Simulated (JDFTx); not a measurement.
| Item | Result |
|---|---|
| surface | Os(1 0 -1 0) |
| bulk | Os, P6_3/mmc, lattice of mp-49 (not re-optimised) |
| slab | 6 atoms in 6 planes, 1x1, 5.3 Å between the outermost planes |
| in-plane cell | 2.746 × 4.326 Å, 11.88 Å² |
| cell height | 21.5 Å |
| sampling | 8×6×1 k mesh, Fermi smearing 0.01 Ha, no spin polarisation |

All numbers are PBE, GBRV ultrasoft potentials, plane waves to 20/100 Ha results from JDFTx (a modified build), not measurements. Liquid: linear PCM (GLSSA13), water, 2 M NaF. The neutral cell holds 96 valence electrons and has two faces of 11.881 Å² each. Last filling lines of the neutral and of a charged run (μ in hartree, zero in the bulk liquid):

```
FillingsUpdate:  mu: -0.179659650  nElectrons: 96.000000
FillingsUpdate:  mu: -0.168679000  nElectrons: 96.070800
```

Worked example: both potentials, by the convention U = −μ/e − 4.44 V vs SHE, the surface charge density and the mean capacitance.

U_pzc = 0.17966 × 27.2114 − 4.44 = 0.45 V; U = 0.16868 × 27.2114 − 4.44 = 0.15 V. The cell has 0.0708 excess electrons, a net charge of -0.0708 e, shared by two faces: σ = -0.0708 e / (2 × 11.881 Å²) = -0.00298 e/Å² = -4.8 μC/cm² (1 e/Å² = 1602.18 μC/cm²). C = σ/(U − U_pzc) = -4.8/-0.30 ≈ 16 μF/cm².
